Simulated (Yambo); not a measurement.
Yambo run on WZnO₄ (space group P2/c, No. 13). The wavefunctions are PBEsol (pw.x of Quantum ESPRESSO, ONCV potentials, scalar-relativistic) ones on a 4×2×2 mesh (58 occupied bands); a = 4.677 Å, b = 5.730 Å, c = 4.936 Å, α = 90.00°, β = 90.59°, γ = 90.00°.

Yambo input:

```
rim_cut
gw0
dyson
el_el_corr
HF_and_locXC
cohsex
em1s
RandQpts= 1000000
RandGvec= 1 Ry
EXXRLvcs= 84 Ry
VXCRLvcs= 336 Ry
Chimod= "HARTREE"
% BndsRnXs
 11 | 225 |
%
NGsBlkXs= 7 Ry
% LongDrXs
 1.0 | 1.0 | 1.0 |
%
ExtendOut
% QPkrange
 3 | 3 | 58 | 59 |
%
```

k points by index: 3 = (0, -0.5, 0).

The o-*.qp file then holds:

```
#    K-point    Band    Eo [eV]    E [eV]    E-Eo [eV]    Vxc [eV]    Vnlxc [eV]    Sc|Eo [eV]    Re(Z)    Im(Z)
#
    3    58    0.000000    -2.098083    -2.098083    -21.97430    -27.22147    3.149081    1.000000    0.000000
    3    59    2.893963    2.899819    0.005855    -17.37229    -11.92341    -5.443026    1.000000    0.000000
```
(The two width columns are left out.) Convergence of these settings isn't established.

Spin-orbit coupling is not included.

Geometry of the Materials Project entry, not relaxed at this level.
